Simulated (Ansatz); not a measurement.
A distorted cell of Ti (hcp, Mg type):

```yaml
crystal:
  lattice:
    - [5.87827, 0.00000, 0.00000]
    - [-1.46957, 2.54537, 0.00000]
    - [2.93914, 0.00000, 4.65010]
  atoms:
    - { symbol: Ti, position: [0.77903, 0.65403, 0.75000] }
    - { symbol: Ti, position: [0.30430, 0.67930, 0.75000] }
    - { symbol: Ti, position: [0.21550, 0.33333, 0.23566] }
    - { symbol: Ti, position: [0.70116, 0.33333, 0.26434] }
```

All values below come from PBE (plane waves to 420 eV, PAW, scalar-relativistic; Ansatz, a quantum-chemistry and plane-wave program). k mesh 18×18×18 (Γ-centred), Fermi-Dirac smearing 0.05 eV. Stress and pressure are positive under compression. With partly filled bands, energies and forces of such displacements shift with the k mesh and the smearing. Ti is run without spin polarisation. Ti was relaxed with its symmetry unable to fall.

Problem. What forces act on the atoms (eV/Å, Cartesian)?

Solution. 
| atom | Fx | Fy | Fz |
|---|---|---|---|
| Ti1 | 0.673 | 0.388 | 0.000 |
| Ti2 | -0.699 | -0.404 | 0.000 |
| Ti3 | 0.013 | 0.008 | 0.834 |
| Ti4 | 0.013 | 0.008 | -0.834 |

Problem. What is the stress tensor (GPa)?

Solution. 
```
    0.4      0.1      0.0
    0.1      0.2      0.0
    0.0      0.0      1.4
```
The pressure, a third of the trace, is 0.7 GPa.

(For displaced atoms, the force is minus the slope of the energy, and its curvature is a force constant, which sets phonon frequencies.)
